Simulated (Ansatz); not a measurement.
Is this structure of Cs2ScF6 stable?

Atoms and cell were relaxed at zero pressure (5.3 % in volume from the start). The relaxed cell:

```
CELL_PARAMETERS angstrom
3.24543 5.62125 0.00000
-3.24543 5.62125 0.00000
0.00000 0.00000 5.09983
ATOMIC_POSITIONS crystal
Sc 0.00000 0.00000 0.00000
F 0.15154 0.69691 0.21720
F 0.15154 0.15154 0.21720
F 0.69691 0.15154 0.21720
F 0.84846 0.30309 0.78280
F 0.30309 0.84846 0.78280
F 0.84846 0.84846 0.78280
Cs 0.33333 0.33333 0.69948
Cs 0.66667 0.66667 0.30052
```

Space group P-3m1 (No. 164); conventional cell a = 6.491 Å, b = 6.491 Å, c = 5.100 Å, α = 90.00°, β = 90.00°, γ = 120.00°.

Computed with plane-wave PAW DFT (Ansatz 0.2.0): PBE, 420 eV cutoff, 5×5×6 Γ-centred mesh, fermi-dirac occupations of width 0.012 eV. Spin: none; no U, no spin-orbit coupling.

**Question.** Where does it lie against the elements?

**Answer.** -2.978 eV an atom at 0 K against the elements' lowest computed crystals and the free molecules of gases, with no empirical correction.

**Question.** Is it stable against splitting into other phases?

**Answer.** Among the phases that we computed and relaxed alike, the lowest mixture with other formulas is 11 % F2 + 69 % Cs3ScF6 + 19 % CsSc₃F₁₀ (shares of atoms). The cell lies 43 meV an atom above it, so it would gain by splitting into them.

The start was: a known structure type with other elements put in, at an estimated volume. An invented cell need not be a known compound.

Caveats: an odd electron count without spin, so a state with a moment may lie lower; differences under 20 meV an atom lie within the error of meshes and cutoff; the relaxation keeps the start's symmetry, so a distorted cell may lie lower; a metal without spin among anions, where moments or a distortion may lower the energy.
